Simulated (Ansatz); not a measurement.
This input was given to a development build of Ansatz:

```json
{
 "crystal": {"lattice": [[-1.4335, 1.4335, 1.4335], [1.4335, -1.4335, 1.4335], [1.4335, 1.4335, -1.4335]], "atoms": [{"symbol": "Fe", "position": [0, 0, 0], "spin": 2.5}]},
 "kpoints": {"mp_grid": {"grid": [4, 4, 4], "shift": [0, 0, 0]}},
 "hamiltonian": {"xc": "pbe", "pseudopotentials": {"kind": "paw"}},
 "scf": {"occupations": {"method": "fermi_dirac", "width": 0.1}},
 "output": {"forces": false, "stress": false},
 "magnetization": {"spin_polarized": true},
 "gw": {"n_empty_bands": 30, "ecut_chi": 60, "qp_bands": ["v1", "c1"]}
}
```

Problem. The program stopped without a result. What is wrong?

Solution. This build's GW serves unpolarised cells alone.
